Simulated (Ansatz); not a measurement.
In2SeS:
```
CELL_PARAMETERS angstrom
      4.05109     0.00000     0.00000
     -2.02555     3.50835     0.00000
      0.00000     0.00000     9.58226
ATOMIC_POSITIONS crystal
  In 0.00000 0.00000 0.44550
  In 0.33333 0.66667 0.03455
  Se 0.33333 0.66667 0.57337
  S  0.00000 0.00000 0.19458
```

Relaxed with r²SCAN. Special points in fractions of this cell's reciprocal vectors: Γ (0.000, 0.000, 0.000); M (0.500, 0.000, 0.000); K (0.333, 0.333, 0.000); A (0.000, 0.000, 0.500); L (0.500, 0.000, 0.500); H (0.333, 0.333, 0.500).

### Question
List the band energies nearest the valence-band maximum at these points for plane-wave PAW r²SCAN (Ansatz code).

### Answer
In eV from the valence-band maximum; about four levels below and three above (degenerate sets whole), none deeper than 8.9 eV; points with the same levels are listed once.

```json
[
 {"k": "Γ", "below": "-1.93 -1.93 -1.55 -1.32 -1.32", "above": "1.22 3.05 4.89 4.89"},
 {"k": "M", "below": "-2.96 -2.75 -1.90 -0.53", "above": "1.47 2.56 2.90"},
 {"k": "K", "below": "-3.62 -3.02 -2.77 0.00", "above": "2.26 2.28 4.25"},
 {"k": "A", "below": "-1.93 -1.93 -1.33 -1.33 -0.90", "above": "0.83 2.85 4.90 4.90"},
 {"k": "L", "below": "-2.95 -2.69 -1.91 -0.68", "above": "1.23 2.62 3.42"},
 {"k": "H", "below": "-3.59 -3.03 -2.65 -0.22", "above": "2.03 2.52 3.78"}
]
```

Space group P3m1. The start of the workflow was typed in or built on a structure type; neither database checked (COD, Materials Project) lists it. Its standing as an ambient phase is unchecked. The cell was relaxed with r²SCAN under the symmetry of its start; whether a distortion lowers the energy is not shown. Scalar-relativistic: spin–orbit coupling is off unless named, which matters more the heavier the elements.

Potentials: the earlier of the program's two PAW sets. The files were generated under PBE; for other functionals the program regenerates the frozen cores, and for LDA and PBEsol the local potential too.
